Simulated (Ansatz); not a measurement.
## Zone-centre phonons of TaN at -3 GPa: input and output

Computed with DFT LDA, scalar-relativistic, plane waves, PAW in Ansatz 0.2.0.

Launched with:
```bash
ansatz run input.yaml --threads 1 --pin off --max-ram 3072MiB --backend cpu --events-out ev --progress --plain --runs-dir out
```

Input (bare energies are in eV):
```yaml
crystal:
  lattice:
    - [2.9152356233, 0.0, 0.0]
    - [-1.4576178116, 2.5246681078, 0.0]
    - [0.0, 0.0, 2.8574915546]
  atoms:
    - { symbol: Ta, position: [0.3333333333, 0.6666666667, 0.5] }
    - { symbol: "N", position: [0.0, 0.0, 0.0] }
basis:
  ecutwfc: 420
kpoints:
  mp_grid: { grid: [18, 18, 14] }
hamiltonian:
  xc: lda
scf:
  occupations: { method: fermi_dirac, width: 0.15 }
output:
  eigenvalues: true
phonons:
  method: dfpt
  eigenvectors: true
```

Results section of the output:
```
--- Phonons (Γ-DFPT): 4 representative perturbations + reference, on 728 of 4536 k-points (Σ response iterations 12) ---
  k mesh reduced under 4 symmetry operations, with k and −k counted as one. Each operation leaves every solved displacement unchanged or reverses it
  ASR residual: 1.101e-4 → 0.000e0 eV/Å²; symmetrization residual: 2.935e-7 eV/Å²
  ASR residual per site (eV/Å²): 1.10e-4 3.92e-5
  Γ frequencies (cm⁻¹): 0.00 0.00 0.00 534.29 534.29 558.88
  non-analytic LO–TO correction: not included (Born effective charges unavailable; polar crystals: no LO–TO splitting at Γ)
```

It took 30 s on 1 thread of AMD EPYC 9R45 96-Core Processor (Zen 5), on a shared host, peak memory 0.9 GiB.

In a metal, frequencies and elastic constants depend on the k mesh and the smearing, soft modes and shear constants most. Spin–orbit coupling is left out, which matters for heavy elements. A semilocal functional can close a gap that the real compound has.

This form isn't the usual stable structure of the compound at low pressure.